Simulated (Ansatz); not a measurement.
Here is the system:

SnTe:
```
SnTe
1.0
    0.00000     3.18184     3.18184
    3.18184     0.00000     3.18184
    3.18184     3.18184     0.00000
Sn Te
1 1
Direct
  0.00000   0.00000   0.00000
  0.50000   0.50000   0.50000
```

This is the HSE06-relaxed structure.

Task: All from DFT-HSE06 in the program Ansatz with PAW potentials, unless another level is named. Predict the gap with spin–orbit coupling.

Result: none at the points solved.

Task: Next, the band gap?

Result: 0.23 eV (direct).

Task: Next, the valence-band maximum?

Result: at L.

Space group Fm-3m (rock salt). Symmetry was held in the HSE06 relaxation. The hybrid was solved on a coarse mesh, the path and, where they were found, the r²SCAN edge points; its band edges are the extreme levels among these. Scalar-relativistic: spin–orbit coupling is off unless named, which matters more the heavier the elements.

Potentials: the earlier of the program's two PAW sets. The files were generated under PBE; for other functionals the program regenerates the frozen cores, and for LDA and PBEsol the local potential too.
